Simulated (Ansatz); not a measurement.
CoSn (CoSn type, space group P6/mmm)

```
CELL_PARAMETERS angstrom
      5.21781     0.00000     0.00000
     -2.60891     4.51876     0.00000
      0.00000     0.00000     4.17247
ATOMIC_POSITIONS crystal
  Co 0.50000 0.00000 0.00000
  Co 0.50000 0.50000 0.00000
  Co 0.00000 0.50000 0.00000
  Sn 0.00000 0.00000 0.00000
  Sn 0.33333 0.66667 0.50000
  Sn 0.66667 0.33333 0.50000
```

The slice is a (-1 1 0 0) plane (indices of the conventional cell) through the point (0.667, 0.333, 0.500) (fractional), spanned by u = [001] and v = [110] in vectors of this cell: u (4.17 Å) and v (5.22 Å, at 90° to u). It covers one period; positions are fractions (u, v).

These are PBEsol (plane waves to 420 eV, PAW, scalar-relativistic; Ansatz, a program for electronic structure) values and carry that method's errors. k mesh 10×10×11. These are valence fields of a PAW run, semicore shells included where kept as valence: close to a nucleus they are smooth pseudo fields. CoSn is run without spin polarisation. CoSn was relaxed with its symmetry unable to fall.

Question: Predict the map of the electron localisation function (ELF) on the slice.

Answer: 
```
|xxx:+#@%*++*%@#+:xx|
|xx =*%@*-::-*@%*= x|
|.:=+*%*-.  .-*%*+=:|
|+++*##-.    .-##*++|
|+++#%+: .... :+%#++|
|+*##*=...::...=*##*|
|+***+-..::::..-+***|
|=====-:......:-====|
|---===-:....:-===--|
|::-==+++====+++==-:|
|::-=+*##%%%%##*+=-:|
|::--+*#%@@@@%#*+--:|
|::-=+*##%%%%##*+=-:|
|::-==+++====+++==-:|
|---===-:....:-===--|
|=====-:......:-====|
|+***+-..::::..-+***|
|+*##*=...::...=*##*|
|+++#%+: .... :+%#++|
|+++*##-.    .-##*++|
|.:=+*%*-.  .-*%*+=:|
|xx =*%@*-::-*@%*= x|
|xxx:+#@%*++*%@#+:xx|
|xxx +#@%#**#%@#+ xx|
```
Scale: ten equal steps from 0.14 (start of ' ') to 0.41 (end of '@'), in the order ' .:-=+*#%@'. Values: electron localisation function (ELF). The map has 19 points along u (one character each, u = 0 at the left) and 24 along v (v = 0 in the bottom row). Points within 0.5 Å of a nucleus are blanked (x), as the pseudised field means little there.
